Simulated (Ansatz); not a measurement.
The start is a generated trial cell of Si in the A7 structure type. The cell and all atomic positions are relaxed at zero pressure with r2SCAN (plane waves to 500 eV, PAW, scalar-relativistic; Ansatz, a quantum-chemistry and plane-wave program). First-step values are on the input's coarse k-mesh.

Ansatz input (later rounds restart from its end on a renewed k-mesh):
Ansatz 0.2 input:
```yaml
crystal:
  lattice:
    - [1.658352, 0.95745, 3.075212]
    - [-1.658352, 0.95745, 3.075212]
    - [0, -1.9149, 3.075212]
  atoms:
    - { symbol: Si, position: [0.22754, 0.22754, 0.22754] }
    - { symbol: Si, position: [0.77246, 0.77246, 0.77246] }
basis: { ecutwfc: 500, ecutrho_ratio: 4, xc_grid: 4, fft_grid_basis: typed }
kpoints: { mp_grid: { grid: [8, 8, 8] } }
hamiltonian:
  xc: r2scan
  dispersion: none
  pseudopotentials: { azcp: { folder: ./paw }, kind: paw }
scf: { occupations: { method: fermi_dirac, width: 0.05 } }
relax: { f_tol: 0.01, max_steps: 100, cell: { stress_tol: 0.02 } }
output: { forces: true, stress: true }
```

Question: What pressure does the first self-consistent step give?

Answer: +24 GPa (positive: the cell is compressed).

Question: What is the largest force in the starting geometry, and on which atom (counted from 1)?

Answer: About 2.5 eV/Å, on Si1, Si2 (atoms numbered as listed).

Question: What symmetry does the relaxed structure have?

Answer: The space group goes from R-3m (No. 166) to Pm-3m (No. 221); the end is AFLOW prototype A_cP1_221_a (A_h), with 1 atom in the primitive cell.

Question: How much energy is released per atom?

Answer: 0.32 eV/atom.

Question: How do the shortest distances between atoms change?

Answer: The closest pairs of elements (up to four, under 3.6 Å), start → end: Si–Si 2.22 → 2.53 Å.

Question: Is the relaxed structure metallic? Give its gap.

Answer: Zero (metallic).

Question: Write out the relaxed structure.

Answer: 
```cif
data_Si
_chemical_formula_sum 'Si1'
_space_group_name_H-M_alt 'Pm-3m'
_space_group_IT_number 221
_space_group_name_Hall '-P 4 2 3'
_cell_length_a 2.52751
_cell_length_b 2.52751
_cell_length_c 2.52751
_cell_angle_alpha 90.000
_cell_angle_beta 90.000
_cell_angle_gamma 90.000
loop_
_atom_site_label
_atom_site_type_symbol
_atom_site_symmetry_multiplicity
_atom_site_Wyckoff_symbol
_atom_site_fract_x
_atom_site_fract_y
_atom_site_fract_z
_atom_site_occupancy
Si1 Si 1 b 0.50000 0.50000 0.50000 1
```

Final values are on a 18×18×18 k-mesh of the relaxed cell. No spin polarisation in the result.

The run could not lose the symmetry of its start: the end is stationary, and may be a saddle point rather than a minimum.

The relaxed structure here is a generated cell of Si: the first start was made by placing the elements on the sites of a structure type, and the end was not matched to a known phase here, so it may be hypothetical. Known forms of Si include space group No. 227.
